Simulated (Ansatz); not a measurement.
**Bands of Pd**

```xyz
1
Lattice="0.0000 1.9449 1.9449 1.9449 0.0000 1.9449 1.9449 1.9449 0.0000" Properties=species:S:1:pos:R:3 pbc="T T T"
Pd    0.0000    0.0000    0.0000
```

The cell is COD entry 9008478, as deposited and not checked against the literature; nothing was relaxed.

Spin polarisation is left out, and whether a magnetic state lies lower isn't shown here.

Method: DFT, PBEsol, all-electron LAPW, scalar-relativistic (Ansatz 0.2.0).

The runs use a Γ-centred 18×18×18 k mesh, Fermi–Dirac smearing of 0.05 eV, basis error target 0.25 meV/atom, no spin polarisation.

Points in fractions of the reciprocal vectors of this cell: Γ (0, 0, 0), X (0.5, 0, 0.5), U (0.625, 0.25, 0.625), K (0.375, 0.375, 0.75), L (0.5, 0.5, 0.5), W (0.5, 0.25, 0.75). The path joins them by straight lines in the order Γ–X–U–K–Γ–L–W–X; legs that retrace an earlier one aren't tabulated. Energies are in eV from the Fermi level.

Q: Is there a gap?

A: none: bands cross the Fermi level, a metal.

Q: List the levels between -14 and 8 eV at the symmetry points.

A: 
Γ: -7.28, -2.88 (×3), -1.24 (×2)
X: -5.46, -5.17, -0.05, 0.29 (×2), 3.23
U: -4.80, -4.21, -2.02, -0.96, -0.17, 7.05
K: -4.80, -4.21, -2.02, -0.96, -0.17, 7.05
L: -5.38, -2.92 (×2), -0.02 (×2), 0.90, 7.27
W: -4.39, -3.44 (×2), -1.34, 0.29
